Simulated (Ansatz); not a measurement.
# YCu2 squeezed and stretched

A database entry relaxed whole under r2SCAN (Imma):

```
Y Cu
1.0
    -2.13796    3.43035    3.61658
     2.13796   -3.43035    3.61658
     2.13796    3.43035   -3.61658
Y Cu
2 4
Direct
  0.79276 0.54276 0.25000
  0.20724 0.45724 0.75000
  0.21826 0.16535 0.05290
  0.61245 0.16535 0.44710
  0.78174 0.83465 0.94710
  0.38755 0.83465 0.55290
```

The cell was scaled uniformly, its shape held, and the atoms relaxed at each volume with plane-wave PAW DFT (Ansatz 0.2.0; r2SCAN, 500 eV, 8×8×8 Γ-centred mesh, fermi-dirac occupations of width 0.100 eV; no spin, no spin-orbit coupling). One row is withheld.

```
volume (Å³/atom)  energy over the lowest (meV/atom)  pressure (GPa)
          16.622                               19.1            6.28
          16.975                                8.0            3.92
          17.329                                  ?               ?
          17.683                                0.0           -0.06
          18.036                                2.2           -1.77
          18.390                                7.8           -3.27
          18.744                               16.6           -4.61
```

**Question.** Fit the pressures of the other rows to the third-order Birch-Murnaghan form.

**Answer.** With f = [(V₀/V)^(2/3) − 1]/2 and P = 3B₀f(1 + 2f)^(5/2)[1 + 3(B₀′ − 4)f/2], least squares gives V₀ = 17.67 Å³ an atom, B₀ = 89.4 GPa and B₀′ = 4.6; the rows miss the fit by 0.01 GPa. The slope of the energies differs from these pressures by 0.06 GPa, since they are taken to zero smearing while pressures follow the free energy.

**Question.** What does the withheld row hold?

**Answer.** The fit gives 1.81 GPa at 17.329 Å³; the run gave 1.81 GPa and 1.8 meV an atom.

Caveats: the shape of the cell was held, so B₀ is an upper bound where the axes differ in stiffness; 0 K, fixed nuclei; the symmetry was kept, and this need not be the phase that is stable at 0 K; one mesh for all volumes; pressure is positive in compression.
